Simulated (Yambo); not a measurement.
A G0W0@PBEsol run in Yambo for SiC (zinc blende, space group F-43m, No. 216) (6×6×6 Γ-centred k mesh, 76 bands and a 14 Ry block in the screening, 76 bands in G with the Bruneval-Gonze terminator, plasmon pole fitted at 27.2 eV) gives these matrix elements, in eV, at the band edges (Γ → X):

```tsv
state	E0	<Vxc>	<Σx>	<Σc(E0)>	Z
valence edge	0.000	-14.796	-17.478	1.743	0.795
conduction edge	1.240	-10.662	-6.507	-3.916	0.822
```

Solve the linearised quasiparticle equation for both states, give the gap, and say how exchange and correlation each act on it.

E = E0 + Z(Σx + Σc − Vxc). Valence: 0.000 + 0.795 × (-17.478 + (1.743) − (-14.796)) = -0.75 eV. Conduction: 1.240 + 0.822 × (-6.507 + (-3.916) − (-10.662)) = 1.44 eV. The gap is 2.18 eV, against 1.24 eV in PBEsol. Replacing Vxc by bare exchange alone would open it by 6.84 eV; correlation takes back 5.66 eV of that, and Z scales what is left. Nearest settings tried, and what they do to the gap: 47 bands in W, 47 bands in G: -15 meV; 11 Ry block (89 vectors against 169): -63 meV; 4×4×4 mesh: -18 meV. So the settings aren't converged at that level. 

Geometry relaxed with PBEsol; primitive cell a = 3.081 Å, b = 3.081 Å, c = 3.081 Å, α = 60.00°, β = 60.00°, γ = 60.00°.
